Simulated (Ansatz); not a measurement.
GaAs:
```cif
data_As4Ga4
_chemical_formula_sum 'Ga4 As4'
_space_group_name_H-M_alt 'P 1'
_space_group_IT_number 1
_cell_length_a 6.91613
_cell_length_b 6.91613
_cell_length_c 4.00384
_cell_angle_alpha 90.000
_cell_angle_beta 90.000
_cell_angle_gamma 90.000
loop_
_space_group_symop_operation_xyz
  'x, y, z'
loop_
_atom_site_label
_atom_site_type_symbol
_atom_site_fract_x
_atom_site_fract_y
_atom_site_fract_z
_atom_site_occupancy
Ga1 Ga 0.32403 0.67597 0.00000 1
Ga2 Ga 0.67597 0.32403 0.00000 1
Ga3 Ga 0.82403 0.82403 0.50000 1
Ga4 Ga 0.17597 0.17597 0.50000 1
As1 As 0.31783 0.31783 0.00000 1
As2 As 0.68217 0.68217 0.00000 1
As3 As 0.18217 0.81783 0.50000 1
As4 As 0.81783 0.18217 0.50000 1
```

Relaxed with PBEsol.

Decompose the optical modes at the zone centre into irreducible representations, and say which are infrared and Raman allowed.

Point group 4/mmm: Γ_opt = 2A1g + 2A2g + A2u + 2B1g + 2B1u + 2B2g + 2Eg + 3Eu. Infrared: A2u, Eu. Raman: A1g, B1g, B2g, Eg.

Assign frequencies (DFPT, PBEsol in the plane-wave PAW code Ansatz; without the LO–TO term).

B1g 16, Eg 51, B1u 75, A2g 87, A1g 107, Eu 161, B1g 208, A2g 218, Eu 221, B2g 226, B2g 227, B1u 252, Eu 258, Eg 259, A2u 277, A1g 280 cm⁻¹.

Subscripts of B labels follow the axes of the standard setting.

Space group P4_2/mnm. The start of the workflow was typed in or built on a structure type; neither database checked (COD, Materials Project) lists it. It is not the phase usual at ambient conditions (space group No. 216). The cell was relaxed with PBEsol under the symmetry of its start; its stability against distortions is not shown here. The volume moved by 16 % from the start of the relaxation.

Potentials: the earlier of the program's two PAW sets. The files were generated under PBE; for other functionals the program regenerates the frozen cores, and for LDA and PBEsol the local potential too.
